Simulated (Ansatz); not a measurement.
La₂O₃:
```yaml
crystal:
  lattice:
    - [3.94039, 0.00000, 0.00000]
    - [-1.97020, 3.41248, 0.00000]
    - [0.00000, 0.00000, 6.18820]
  atoms:
    - { symbol: La, position: [0.33333, 0.66667, 0.24739] }
    - { symbol: La, position: [0.66667, 0.33333, 0.75261] }
    - { symbol: O, position: [0.00000, 0.00000, 0.00000] }
    - { symbol: O, position: [0.33333, 0.66667, 0.64530] }
    - { symbol: O, position: [0.66667, 0.33333, 0.35470] }
```

This is the PBE-relaxed structure.

### Question
All from DFT-PBE in the program Ansatz with PAW potentials, unless another level is named. Predict the band gap.

### Answer
3.83 eV (indirect).

### Question
Next, the hole effective mass?

### Answer
1.3, 1.4, 5.0 mₑ (principal values).

### Question
What about the smallest direct gap on the standard path?

### Answer
3.96 eV.

### Question
Give the weight of the conduction-edge state by species (Voronoi cells).

### Answer
La 61 %, O 39 %.

### Question
What about the conduction-band minimum?

### Answer
at M (3 equivalent valleys).

### Question
Next, the valence-band maximum?

### Answer
on the H–A line, 26 % of the way from H.

Space group P-3m1 (La2O3 or Ni2Al3 type). The PBE relaxation kept the symmetry of its start. Spin–orbit coupling is left out wherever it is not named.

Potentials: the later of the program's two PAW sets.
